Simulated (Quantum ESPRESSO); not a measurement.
# SiGeAlN3O: convergence and cost over cutoff and k mesh

Computed values, not a measurement. The program is pw.x of Quantum ESPRESSO 7.5 (plane-wave density functional theory). The cell is made up: 7 atoms on a wurtzite lattice with one site empty, with randomly drawn elements, strain and displacements, not relaxed. PseudoDojo standard norm-conserving files (v0.5 for PBE, v0.4.1 for LDA and PBEsol) set the functional; there is no spin polarisation, spin-orbit coupling or dispersion term, and the masses in the input are unused placeholders.

Input of the run in row 4:

```
&control calculation='scf', pseudo_dir='./dojo.nc.sr.pbe.v0_5.standard.upf', outdir='./o', disk_io='low', tprnfor=.true., tstress=.true. /
&system ibrav=0, nat=7, ntyp=5, nbnd=27, ecutwfc=84.00895049, nosym=.true., tot_charge=0,
 occupations='smearing', smearing='fd', degauss=0.0018374661
/
&electrons conv_thr=7.350e-09, electron_maxstep=60, /
ATOMIC_SPECIES
Al 1.0 Al.upf
Ge 1.0 Ge.upf
N 1.0 N.upf
O 1.0 O.upf
Si 1.0 Si.upf
CELL_PARAMETERS angstrom
3.0224 0.0 0.0
0.0 5.235 0.0
0.0 0.0 4.9356
ATOMIC_POSITIONS angstrom
Si 1.5164 2.6293 -0.0275
Ge 1.5323 0.8715 2.489
Al 0.0112 3.5547 2.4932
N -0.0029 0.0309 1.8458
N 1.5009 2.7034 1.8093
O 1.452 0.8477 4.2321
N -0.0848 3.5914 4.4668
K_POINTS automatic
6 4 4 1 1 1
```

The same cell was run at these settings. Meshes are shifted by half a step, and differences are from the last row, which is itself not exact.

| cutoff (eV) | k mesh | k points solved | threshold (eV) | free energy less the last row's (eV) | pressure (GPa) | largest stress difference (GPa) | largest force difference (eV/Å) | iterations | wall time (s) | k-point pools | processor |
| --- | --- | --- | --- | --- | --- | --- | --- | --- | --- | --- | --- |
| 800 | 2 x 2 x 2 | 4 | 1e-04 | 0.152 | -21.20 | 25.21 | 0.365 | 8 | 6 | 4 | Intel Xeon, 2023 or later |
| 1143 | 2 x 2 x 2 | 4 | 1e-07 | -0.872 | -1.56 | 5.84 | 0.350 | 13 | 10 | 4 | Intel Xeon, 2023 or later |
| 799 | 6 x 4 x 4 | 48 | 1e-07 | 1.067 | -21.37 | 20.63 | 0.051 | 13 | 20 | 4 | Intel Xeon, 2023 or later |
| 1143 | 6 x 4 x 4 | 48 | 1e-07 | -0.001 | -0.91 | 0.02 | 0.003 | 13 | 33 | 4 | Intel Xeon, 2023 or later |
| 1437 | 8 x 6 x 6 | 144 | 1e-07 | 0.000 | -0.91 | 0.00 | 0.000 | 13 | 128 | 4 | Intel Xeon, 2023 or later |

Each pool is one process. Wall times include start-up and a band step at six k points, which weighs most on the coarsest meshes. The runs were on shared virtual cores whose load varied, so times are rough.